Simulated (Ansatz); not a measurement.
Ca₃BiP (anti-perovskite, Pm-3m), r²SCAN (plane waves, PAW; program Ansatz). The conduction-band minimum lies at Γ, with 1 equivalent valley. Second derivatives d²E/dk² of the lowest band at one valley (eV·Å²), along Cartesian directions:

| direction | d²E/dk² |
|---|---|
| [100] | 115.6 |
| [010] | 115.6 |
| [001] | 115.6 |
| [110] | 115.8 |
| [101] | 115.8 |
| [011] | 115.8 |

Problem. Find the principal effective masses, the density-of-states mass and the conductivity mass.

Solution. Off-diagonal terms follow from H_xy = H[110] − (H_xx + H_yy)/2, and m*/mₑ = 7.620 eV·Å² over each eigenvalue: 0.066, 0.066, 0.066. One valley's DOS mass (m₁m₂m₃)^(1/3) = 0.066, conductivity mass 3/(Σ 1/mᵢ) = 0.066 mₑ.

Problem. What effective density of states Nc follows at 300 K for parabolic valleys?

Solution. Nc = 2.509e19 × 1 × (0.066)^(3/2) ≈ 4.3e17 cm⁻³.

The workflow started from a Materials Project entry (that database holds measured and hypothetical structures alike); the Crystallography Open Database copy checked does not list it. Whether it is the stable phase at ambient conditions was not checked. Symmetry was held in the r²SCAN relaxation; its stability against distortions is not shown here. Scalar-relativistic: spin–orbit coupling is off unless named, which matters more the heavier the elements.

Potentials: the later of the program's two PAW sets.

Edges and masses are those of Kohn–Sham bands, whose gap is no quasiparticle gap.
